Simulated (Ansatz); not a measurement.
WSe₂:
```yaml
crystal:
  lattice:
    - [-2.50136, 2.50136, 5.54350]
    - [2.50136, -2.50136, 5.54350]
    - [2.50136, 2.50136, -5.54350]
  atoms:
    - { symbol: W, position: [0.50000, 0.50000, 0.00000] }
    - { symbol: W, position: [0.25000, 0.75000, 0.50000] }
    - { symbol: Se, position: [0.27233, 0.27233, 0.00000] }
    - { symbol: Se, position: [0.02233, 0.52233, 0.50000] }
    - { symbol: Se, position: [0.47767, 0.97767, 0.50000] }
    - { symbol: Se, position: [0.72767, 0.72767, 0.00000] }
```

Relaxed with r²SCAN. Special points in fractions of this cell's reciprocal vectors: Γ (0.000, 0.000, 0.000); X (0.000, 0.000, 0.500); P (0.250, 0.250, 0.250); N (0.000, 0.500, 0.000); M (0.500, 0.500, -0.500); S (0.301, 0.699, -0.301); S0 (-0.301, 0.301, 0.301); R (-0.102, 0.102, 0.500); G (0.500, 0.500, -0.102).

List the band energies nearest the Fermi level at these points for the program Ansatz at the r²SCAN level (PAW).

In eV from the Fermi level; about four levels below and three above (degenerate sets whole), none deeper than 8.9 eV; points with the same levels are listed once.

```csv
k,below,above
Γ,-1.26 -0.78 -0.32 -0.32,0.70 0.70 0.76
X,-0.77 -0.77 -0.07 -0.07,1.34 1.34 1.65 1.65
P,-3.28 -3.28 -1.31 -1.31,0.73 0.73 0.85 0.85
N,-2.27 -1.66 -0.64 -0.25,0.43 0.49 1.42
M,-1.66 -1.66 -1.30 -1.30,0.58 0.58 0.60 0.60
S,-2.31 -2.27 -0.96 -0.05,0.20 0.88 1.33
R,-0.94 -0.94 -0.17 -0.17,1.15 1.15 1.50 1.50
```

Space group I4_1/amd (anatase). The cell is a constructed one: a structure type filled with these elements; neither database checked (COD, Materials Project) lists it. It is not the phase usual at ambient conditions (space group No. 194). The r²SCAN relaxation kept the symmetry of its start; its stability against distortions is not shown here. No spin polarisation was allowed. Scalar-relativistic: spin–orbit coupling is off unless named, which matters more the heavier the elements.

Potentials: the later of the program's two PAW sets.
